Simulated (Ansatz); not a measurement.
Mo (bcc, W type)

```yaml
crystal:
  lattice:
    - [-1.58038, 1.58038, 1.58038]
    - [1.58038, -1.58038, 1.58038]
    - [1.58038, 1.58038, -1.58038]
  atoms:
    - { symbol: Mo, position: [0.00000, 0.00000, 0.00000] }
```

The slice is a {211} plane (indices of the conventional cell) through the point (0.000, 0.000, 0.000) (fractional), spanned by u = [111] and v = [1 0 -1] in vectors of this cell: u (2.74 Å) and v (4.47 Å, at 90° to u). It covers one period; positions are fractions (u, v).

Calculation: PBE (plane waves to 420 eV, PAW, scalar-relativistic; Ansatz, a quantum-chemistry and plane-wave program). k mesh 21×21×21. Near the nuclei the fields are pseudised (PAW); where an atom keeps semicore shells as valence, they peak there. Mo is run without spin polarisation. Mo was relaxed with its symmetry unable to fall. The PAW data are Ansatz's earlier set.

**Question.** What is the ELF at the midpoint of the shortest Mo–Mo line in this plane (2.74 Å)?

**Answer.** 0.30.

**Question.** What is the valence density on the shortest Mo–Mo line in this plane (2.74 Å), at its midpoint?

**Answer.** 0.37 e/Å³.

**Question.** Sketch the valence electron density on this plane as a map.

**Answer.** 
```
v \ u  0.00  0.17  0.33  0.50  0.67  0.83
-----  ----  ----  ----  ----  ----  ----
0.90    0.7   0.5  -0.2  -0.5  -0.2   0.5
0.80    0.0  -0.2  -0.5  -0.6  -0.5  -0.2
0.70   -0.5  -0.5  -0.6  -0.6  -0.6  -0.5
0.60   -0.6  -0.6  -0.5  -0.5  -0.5  -0.6
0.50   -0.6  -0.6  -0.5  -0.4  -0.5  -0.6
0.40   -0.6  -0.6  -0.5  -0.5  -0.5  -0.6
0.30   -0.5  -0.5  -0.6  -0.6  -0.6  -0.5
0.20    0.0  -0.2  -0.5  -0.6  -0.5  -0.2
0.10    0.7   0.5  -0.2  -0.5  -0.2   0.5
0.00    0.8   0.7   0.0  -0.4   0.0   0.7
```

Values: log₁₀ of the valence density in e/Å³. The scale is logarithmic, as a density can span decades between atoms and voids.
